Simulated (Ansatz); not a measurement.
CoSi₂ (fluorite or antifluorite type, Fm-3m), a = b = c = 5.274 Å, α = β = γ = 90.00°; the cell used has 3 atoms.

Relaxed with LDA.

Question: Which orbitals make up the states near the Fermi level in LDA in the plane-wave PAW code Ansatz?

Answer: Within 0.5 eV of the Fermi level: Si 3p 44 %, Co 3d 42 %, outside the projected shells 8 %. Projections are on Löwdin-orthogonalised atomic valence shells; empty p or d shells of many metals are not among them.

Question: Tabulate the density of states.

Answer: States/eV per cell of 3 atoms, in 0.25 eV bins, energy from the Fermi level.

```
E (eV)  total  Co 3d  Si 3p  Si 3s
------  -----  -----  -----  -----
-7.85    0.70   0.09   0.23   0.36
-7.60    0.68   0.10   0.22   0.34
-7.35    0.72   0.12   0.26   0.32
-7.10    0.73   0.14   0.27   0.29
-6.85    0.82   0.17   0.33   0.29
-6.60    0.84   0.18   0.35   0.26
-6.35    0.78   0.16   0.39   0.19
-6.10    0.74   0.16   0.40   0.15
-5.85    0.79   0.17   0.45   0.13
-5.60    0.83   0.19   0.49   0.11
-5.35    0.90   0.22   0.54   0.10
-5.10    1.00   0.26   0.60   0.10
-4.85    1.14   0.32   0.67   0.09
-4.60    1.38   0.43   0.79   0.09
-4.35    2.29   0.92   1.20   0.09
-4.10    3.06   1.34   1.53   0.10
-3.85    3.06   1.54   1.38   0.08
-3.60    1.98   0.94   0.95   0.05
-3.35    1.53   0.75   0.67   0.05
-3.10    2.04   1.20   0.68   0.08
-2.85    1.51   0.95   0.45   0.05
-2.60    1.56   1.10   0.36   0.03
-2.35    2.68   2.07   0.47   0.02
-2.10    4.26   3.61   0.41   0.03
-1.85    5.18   4.50   0.40   0.04
-1.60    3.36   2.94   0.20   0.04
-1.35    2.95   2.39   0.32   0.06
-1.10    2.29   1.57   0.52   0.06
-0.85    2.25   1.37   0.68   0.05
-0.60    2.57   1.41   0.94   0.05
-0.35    1.62   0.73   0.71   0.05
-0.10    1.12   0.48   0.49   0.04
0.15     0.86   0.34   0.39   0.04
0.40     0.68   0.24   0.31   0.04
0.65     0.54   0.18   0.25   0.04
0.90     0.45   0.13   0.20   0.05
1.15     0.39   0.10   0.16   0.08
1.40     0.26   0.06   0.12   0.03
1.65     0.34   0.09   0.11   0.09
1.90     0.96   0.41   0.15   0.34
2.15     1.47   0.57   0.31   0.48
2.40     2.06   0.63   0.62   0.63
2.65     2.17   0.48   0.78   0.69
2.90     1.11   0.24   0.42   0.30
3.15     0.73   0.15   0.24   0.12
3.40     0.46   0.08   0.12   0.03
3.65     0.91   0.17   0.37   0.07
3.90     2.85   0.59   1.48   0.26
4.15     2.04   0.34   1.04   0.21
4.40     1.49   0.21   0.77   0.15
4.65     1.25   0.16   0.66   0.14
4.90     1.01   0.12   0.52   0.17
```

The LDA relaxation kept the symmetry of its start; phonons on a q-mesh show no instability. No spin polarisation was allowed.

Potentials: the later of the program's two PAW sets.
